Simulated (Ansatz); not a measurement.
V (simple cubic): energy against volume

These are results of DFT, PBEsol, plane waves (420 eV) with PAW, scalar-relativistic (Ansatz 0.2.0), not measurements. (PAW data from PBE, frozen cores regenerated.)

The cell is scaled uniformly from the relaxed one, with fractional coordinates and shape fixed. Energies are extrapolated to zero smearing, pressures are those at the given smearing. Magnetic state: spin not included.

A Birch-Murnaghan fit gives V₀ = 14.07 Å³/atom, B₀ = 147 GPa, B₀′ = 3.6.

Question: What are the energy above the minimum and the pressure at 12.329 Å³/atom?

Answer: 121.6 meV/atom and 25.23 GPa as computed.

Question: What are the energy above the minimum and the pressure at 15.131 Å³/atom?

Answer: 32.8 meV/atom and -9.25 GPa as computed.

Question: What are the energy above the minimum and the pressure at 15.691 Å³/atom?

Answer: 72.4 meV/atom and -13.04 GPa as computed.
